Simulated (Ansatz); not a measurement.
## One input, then a changed one: TaN (rocksalt type)

First run: DFT, PBEsol, PAW with Ansatz's default frozen-core files, scalar-relativistic (Ansatz 0.2.0).

Command: `ansatz run input.yaml --threads 1 --pin off --max-ram 2048MiB --backend cpu --events-out ev --progress --plain --runs-dir out` It took 3.3 s on 1 thread of Arm Neoverse V1, with other jobs on the host, peak memory 0.3 GiB.

```yaml
crystal:
  lattice:
    - [0.0, 2.0309690777, 2.0309690777]
    - [2.0309690777, 0.0, 2.0309690777]
    - [2.0309690777, 2.0309690777, 0.0]
  atoms:
    - { symbol: Ta, position: [0.0, 0.0, 0.0] }
    - { symbol: "N", position: [0.5, 0.5, 0.5] }
kpoints:
  mp_grid: { grid: [15, 15, 15] }
scf:
  occupations: { method: fermi_dirac, width: 0.08 }
hamiltonian:
  xc: pbesol
  pseudopotentials: { kind: paw }
output:
  forces: true
  stress: true
  eigenvalues: true
  populations: true
```

The cell comes from a relaxation on PAW files under the same functional, begun from a prototype that needn't be the stable phase.

This run: volume at 0.8 of the series' base cell.

It converges in 6 SCF iterations at a pressure of 129.6 GPa, cutoff 420 eV.

The input is then changed:

```diff
   populations: true
+basis:
+  ecutwfc: "550 eV"
```

Q: Predict the outcome of the changed run.

A: It converges in 6 SCF iterations at a pressure of 129.6 GPa, cutoff 550 eV, free energy -2.7 meV/atom against the first run's. More than one line changes, and not each need have an effect.
